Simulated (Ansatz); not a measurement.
AlN, one structure, two calculations

Cell: a structure deposited in the COD, ions relaxed with PBE at fixed cell.

```cif
data_structure
_symmetry_space_group_name_H-M 'P 1'
_symmetry_Int_Tables_number 1
_cell_length_a 3.1130
_cell_length_b 3.1130
_cell_length_c 4.9810
_cell_angle_alpha 90.000
_cell_angle_beta 90.000
_cell_angle_gamma 120.000
_cell_volume 41.80
loop_
_atom_site_label
_atom_site_type_symbol
_atom_site_fract_x
_atom_site_fract_y
_atom_site_fract_z
_atom_site_occupancy
Al1 Al 0.33333 0.66667 0.99902 1
Al2 Al 0.66667 0.33333 0.49902 1
N3 N 0.33333 0.66667 0.38098 1
N4 N 0.66667 0.33333 0.88098 1
```

Atom numbers follow the list; atoms alike are taken as one site, whose name carries the number of the first.

First run. Level of theory: DFT, PBE, plane waves and PAW, scalar-relativistic, 420 eV cutoff, Γ-centred 11×11×6 k-points, Fermi–Dirac smearing 0.02 eV (Ansatz 0.2.0).

```
site  atom  V_zz (10²¹ V/m²)     η
  Al     1              0.48  0.00
   N     3            -0.017  0.00
```

Second run. The same atoms and settings, except that the functional is LDA.

(1) What does the second run give?

Results:

(1) 

```tsv
site	atom	V_zz	η	change of V_zz
Al	1	0.48	0.00	0.00
N	3	-0.035	0.00	-0.02
```

No V_zz moves by more than 0.02.

For the second run: At this cell the principal stresses reach 5 GPa in size with LDA, which can matter for small gradients.
